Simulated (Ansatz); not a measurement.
A geometry of Ti away from equilibrium: the start of the relaxation of a relaxed Ti cell deformed by the Cartesian strain tensor (xx, yy, zz, yz, xz, xy) = (0.096, -0.009, -0.008, -0.096, -0.156, 0.036). Calculation: PBEsol (plane waves to 420 eV, PAW, scalar-relativistic; Ansatz, a quantum-chemistry and plane-wave program). Γ-centred k-mesh 12×13×8 on the run's cell (coarser than for final values), Fermi–Dirac smearing 0.05 eV.

```xyz
2
Lattice="3.1788 0.1059 -0.4525 -1.4977 2.4363 -0.0149 -0.7161 -0.4407 4.5535" Properties=species:S:1:pos:R:3 pbc="T T T"
Ti    -0.4759     1.3290     3.2544
Ti     1.4410     0.7725     0.8318
```

Q: Give the Cartesian forces on all atoms (eV/Å).

A: 
| atom | Fx | Fy | Fz |
|---|---|---|---|
| Ti1 | 0.29 | -0.04 | -0.01 |
| Ti2 | -0.29 | 0.04 | 0.01 |

Q: What is the pressure?

A: -4.5 GPa, compression positive.

Q: How far above the relaxed end point is this geometry?

A: 0.24 eV/atom; the path ends in P6₃/mmc (No. 194) (hcp (Mg type)).

No spin polarisation in the result.

The run could not lose the symmetry of its start.
